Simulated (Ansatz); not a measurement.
**Electric field gradients in KMgF3**

```yaml
crystal:
  lattice:
    - [3.98590, 0.00000, 0.00000]
    - [0.00000, 3.98590, 0.00000]
    - [0.00000, 0.00000, 3.98590]
  atoms:
    - { symbol: K, position: [0.50000, 0.50000, 0.50000] }
    - { symbol: Mg, position: [0.00000, 0.00000, 0.00000] }
    - { symbol: F, position: [0.50000, 0.00000, 0.00000] }
    - { symbol: F, position: [0.00000, 0.50000, 0.00000] }
    - { symbol: F, position: [0.00000, 0.00000, 0.50000] }
```

Atoms are numbered in the order listed.

The cell is COD entry 9006363, as deposited and not checked against the literature; nothing was relaxed.

Levels of theory: DFT, PBE, all-electron PAW with datasets made for the crystal, scalar-relativistic (Ansatz 0.2.0); DFT, PBE, PAW with Ansatz's default frozen-core files, scalar-relativistic (Ansatz 0.2.0).

For the crystal-made all-electron datasets (AE datasets): a Γ-centred 6×6×6 k mesh, Fermi–Dirac smearing of 0.03 eV, cutoff 380 eV (chosen by the program for this cell), no spin polarisation. PAW takes a cutoff of 420 eV at this cell. The Ansatz runs share mesh, smearing and spin set-up.

Vzz is the principal value of largest size of the traceless field-gradient tensor, in 10²¹ V/m², and η = (Vxx − Vyy)/Vzz with |Vzz| ≥ |Vyy| ≥ |Vxx|.

| site | site symmetry | Vzz (η), AE datasets | Vzz (η), PAW |
| --- | --- | --- | --- |
| K1 | m-3m | 0 (under 0.004) | 0 (under 0.004) |
| Mg2 | m-3m | 0 (under 0.004) | 0 (under 0.004) |
| F3 | 4/mm.m | 4.62 (η = 0.00) | 4.66 (η = 0.00) |

The Cartesian tensor at F3 from AE datasets, in 10²¹ V/m²:

```
 4.62  0.00  0.00
 0.00 -2.31  0.00
 0.00  0.00 -2.31
```
